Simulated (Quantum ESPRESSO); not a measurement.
# Strain and stress in GaAlIn2P4

Calculated results; nothing here was measured. They come from pw.x of Quantum ESPRESSO 7.5, a plane-wave density functional program, with PseudoDojo standard norm-conserving files (v0.5 for PBE, v0.4.1 for LDA and PBEsol). The cells are made up: elements, strain and atom displacements were drawn at random, and nothing was relaxed. There is no spin polarisation, spin-orbit coupling or dispersion term.

The cell has 8 sites of a zincblende or diamond lattice. Sites 1 to 4 hold Ga Al In In; sites 5 to 8 hold P P P P. Cell vectors in Å: (5.923, -0.013, -0.073); (-0.013, 5.840, 0.079); (-0.073, 0.079, 5.814). Settings: PBE, cutoff 1088 eV, 4 x 4 x 4 k mesh shifted by half a step, Fermi-Dirac smearing of 0.025 eV.

Each run adds a shear xy (given as the tensor component) to one cell, with the atoms carried along; the vectors above are those of run 2. Stress is positive in tension and P is minus a third of its trace. E is the free energy for each atom above the lowest run shown.

| run | strain (%) | s_xx (GPa) | s_yy (GPa) | s_zz (GPa) | s_xy (GPa) | P (GPa) | E (meV/atom) |
| --- | --- | --- | --- | --- | --- | --- | --- |
| 1 | -2.42 | 3.35 | 2.53 | 2.38 | -3.09 | -2.75 | 12.09 |
| 2 | -0.27 | 3.67 | 2.84 | 2.60 | -0.59 | -3.03 | 0.00 |
| 3 | 0.81 | 3.68 | 2.85 | 2.62 | 0.67 | -3.05 | 0.09 |
| 4 | 1.44 | 3.65 | 2.82 | 2.60 | 1.40 | -3.02 | 2.04 |
| 5 | 1.73 | 3.62 | 2.80 | 2.59 | 1.73 | -3.00 | 3.47 |
| 7 | 2.48 | 3.52 | 2.71 | 2.53 | 2.61 | -2.92 | 8.40 |
| 6 | 1.99 | ? | ? | ? | ? | ? | ? |

A rerun of one of these cells at 1377 eV and k mesh 6 x 6 x 6 moved values by no more than 0.008 eV in the cell's energy, 0.02 GPa in stress and 0.002 eV/Å in force.

## Worked fit

A parabola through the six runs shown gives s_xy = -0.28 + 1.16 e + 0.000 e² GPa, with e in per cent and a scatter of 0.01 GPa. The slope is a stiffness of 116 ± 1 GPa for each unit of this strain at e = 0, twice a shear constant under the stress shown, since the tensor component is half the shear angle. The atoms are clamped, and relaxing them would in general lower it. The error is the larger of the fit's own and the change that a cubic makes, rounded up.

## Withheld run

Question: what s_xy should run 6 give?

The fit gives 2.03 GPa. The calculation gave 2.04 GPa.

```
run  strain (%)  s_xx (GPa)  s_yy (GPa)  s_zz (GPa)  s_xy (GPa)  P (GPa)  E (meV/atom)
  6        1.99        3.59        2.77        2.57        2.04    -2.98          4.94
```